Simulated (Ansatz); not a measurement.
A plane-wave DFT run in Ansatz 0.2.0 (scalar-relativistic PAW potentials unless the input names others): input and command.

```yaml
crystal:
  lattice:
    - [-1.7203316037, 1.7203316037, 5.6067388434]
    - [1.7203316037, -1.7203316037, 5.6067388434]
    - [1.7203316037, 1.7203316037, -5.6067388434]
  atoms:
    - { symbol: Mg, position: [0.6420900748, 0.6420900748, 0.0] }
    - { symbol: Mg, position: [0.3579099252, 0.3579099252, 0.0] }
    - { symbol: Se, position: [0.0, 0.0, 0.0] }
basis:
  ecutwfc: 420
kpoints:
  mp_grid: { grid: [18, 18, 18] }
hamiltonian:
  xc: pbe
scf:
  occupations: { method: gaussian, width: 0.1 }
  convergence: { dr2_threshold: 1.0e-20 }
  max_iter: 100
output:
  forces: true
  eigenvalues: true
  stress: true
```

```bash
ansatz run input.yaml --threads 1 --pin off --max-ram 2560MiB --backend cpu --events-out ev --progress --plain --runs-dir out
```

Abridged log:
```
Pseudopotentials: kind: paw
Pseudopotential: Mg, paw, valence charge 10, recommended cutoff 420 eV (normal)
Pseudopotential: Se, paw, valence charge 16, recommended cutoff 420 eV (normal)
Functional definition: PBE
Crystal: 3 atoms, lattice volume = 66.373 Å³
Basis set: ecut = 420 eV, 1299 PW (Γ), FFT grids on a1+a3, a2+a3, a3, exchange–correlation on 48×48×90 points (8 copies of the dense FFT grid, shifted against one another)
Bands: 22, of which v1, the nominal top of the filled ones, is band 18 counted from 1 (17 counted from 0)
Symmetry: 16 space group operations
Space group: I4/mmm (ITA 139), of the structure as read, at distance tolerance 4.0e-5 Å
k-points: 480 of 5832
Initial density: superposition of atomic densities (neutral atoms: chi_scale 0, normalization atom), corrected by the library's trained network
Initial wavefunctions: pseudopotential atomic-orbital guess
Functional: x = pbe(κ = 0.804, μ = 0.21951497), c = pbe(β = 0.06672455)
SCF iter   1: F=—  HF=-9318.022558 eV  |F-HF|=—  |Δ(HF+E_count)|=         —  Δρ=1.80e-3  dr2=3.30e-3  ethr=1.77e-3  ⟨swp⟩=5.5  Hψ=45845  notcnv=0
SCF iter   2: F=—  HF=-9318.021437 eV  |F-HF|=—  |Δ(HF+E_count)|=   1.12e-3  Δρ=9.98e-4  dr2=9.33e-4  ethr=9.17e-6  ⟨swp⟩=2.4  Hψ=18919  notcnv=0
SCF iter   3: F=—  HF=-9318.021389 eV  |F-HF|=—  |Δ(HF+E_count)|=   4.76e-5  Δρ=3.95e-4  dr2=2.13e-4  ethr=2.59e-6  ⟨swp⟩=2.0  Hψ=14615  notcnv=0
SCF iter   4: F=—  HF=-9318.021342 eV  |F-HF|=—  |Δ(HF+E_count)|=   4.71e-5  Δρ=1.62e-4  dr2=3.16e-5  ethr=5.93e-7  ⟨swp⟩=2.5  Hψ=17249  notcnv=0
SCF iter   5: F=—  HF=-9318.021370 eV  |F-HF|=—  |Δ(HF+E_count)|=   2.81e-5  Δρ=6.44e-5  dr2=2.98e-6  ethr=8.79e-8  ⟨swp⟩=2.7  Hψ=17258  notcnv=0
SCF iter   6: F=—  HF=-9318.021369 eV  |F-HF|=—  |Δ(HF+E_count)|=   1.41e-6  Δρ=2.50e-5  dr2=7.17e-7  ethr=8.27e-9  ⟨swp⟩=2.2  Hψ=16571  notcnv=0
SCF iter   7: F=—  HF=-9318.021368 eV  |F-HF|=—  |Δ(HF+E_count)|=   1.69e-7  Δρ=6.66e-6  dr2=5.65e-8  ethr=1.99e-9  ⟨swp⟩=2.0  Hψ=16813  notcnv=0
SCF iter   8: F=—  HF=-9318.021368 eV  |F-HF|=—  |Δ(HF+E_count)|=   8.24e-9  Δρ=2.42e-6  dr2=8.94e-9  ethr=1.57e-10  ⟨swp⟩=2.7  Hψ=17619  notcnv=0
   ...
SCF iter  12: F=—  HF=-9318.021368 eV  |F-HF|=—  |Δ(HF+E_count)|=  1.82e-12  Δρ=8.74e-9  dr2=9.33e-14  ethr=1.93e-15 (applied; sched 1.00e-12)  ⟨swp⟩=2.0  Hψ=18252  notcnv=0
SCF iter  13: F=—  HF=-9318.021368 eV  |F-HF|=—  |Δ(HF+E_count)|=  5.46e-12  Δρ=3.17e-9  dr2=8.34e-15  ethr=2.59e-16 (applied; sched 1.00e-12)  ⟨swp⟩=2.0  Hψ=18254  notcnv=0
SCF iter  14: F=—  HF=-9318.021368 eV  |F-HF|=—  |Δ(HF+E_count)|=  3.64e-12  Δρ=8.17e-10  dr2=5.74e-16  ethr=2.32e-17 (applied; sched 1.00e-12)  ⟨swp⟩=2.0  Hψ=18235  notcnv=0
SCF iter  15: F=—  HF=-9318.021368 eV  |F-HF|=—  |Δ(HF+E_count)|=  1.82e-12  Δρ=2.28e-10  dr2=2.55e-17  ethr=1.59e-18 (applied; sched 1.00e-12)  ⟨swp⟩=2.0  Hψ=18250  notcnv=0
SCF iter  16: F=—  HF=-9318.021368 eV  |F-HF|=—  |Δ(HF+E_count)|=    0.00e0  Δρ=6.68e-11  dr2=3.02e-18  ethr=9.19e-19 (applied; sched 1.00e-12)  ⟨swp⟩=1.0  Hψ=10560  notcnv=0
SCF iter  17: F=—  HF=-9318.021368 eV  |F-HF|=—  |Δ(HF+E_count)|=  1.82e-12  Δρ=1.73e-11  dr2=3.40e-19  ethr=9.19e-19 (applied; sched 1.00e-12)  ⟨swp⟩=1.0  Hψ=10560  notcnv=0
SCF iter  18: F=—  HF=-9318.021368 eV  |F-HF|=—  |Δ(HF+E_count)|=    0.00e0  Δρ=3.54e-12  dr2=2.54e-20  ethr=9.19e-19 (applied; sched 1.00e-12)  ⟨swp⟩=1.0  Hψ=10560  notcnv=0
SCF iter  19: F=-9318.021368 eV  HF=-9318.021368 eV  |F-HF|=3.64e-12  |Δ(HF+E_count)|=    0.00e0  Δρ=1.26e-12  dr2=3.70e-21  ethr=1.00e-12  ⟨swp⟩=1.0  Hψ=12480  notcnv=0
SCF 1 converged in 19 iterations: F = -9318.021368 eV  dr2 = 3.70e-21
SCF converged after 19 iterations
Free energy (F): -9318.021368 eV
Harris-Foulkes:  -9318.021368 eV  (|F-HF|=3.64e-12)
Internal energy: -9318.016542 eV  (E = F + TS)
E sigma→0 (E₀):  -9318.018955 eV
Entropy (-TS):   -0.004827 eV (-1.609 meV/atom)
Fermi energy:    7.378935 eV
--- Forces (eV/Å), atoms counted from 1 ---
  atom   1  Mg     0.00000000     0.00000000     0.00097427
  atom   2  Mg     0.00000000     0.00000000    -0.00097427
  atom   3  Se     0.00000000     0.00000000     0.00000000
--- Stress (GPa, compression-positive) ---
       -0.002134       0.000000       0.000000
        0.000000      -0.002134       0.000000
        0.000000       0.000000       0.013866
  P = ⅓ Tr σ = 0.0032 GPa (0.032 kbar)
```

One setting here is needlessly strict: a threshold far tighter than needed (scf.convergence.dr2_threshold: not typed → 1e-20). It leaves the result as it was and can only cost iterations: the run converged in 19 SCF iterations with an energy at zero smearing within 0.01 meV/atom of the reference's, pressure 0.00 GPa, largest force 0.001 eV/Å, no gap on the mesh. A reference run on usual settings, whose relaxation ended at this geometry, converged, and the end of its own relaxation has pressure 0.00 GPa, largest force 0.001 eV/Å, no gap on the mesh.

Time: 65 s on 1 thread of Arm Neoverse V1, on a shared host, peak memory 0.7 GiB.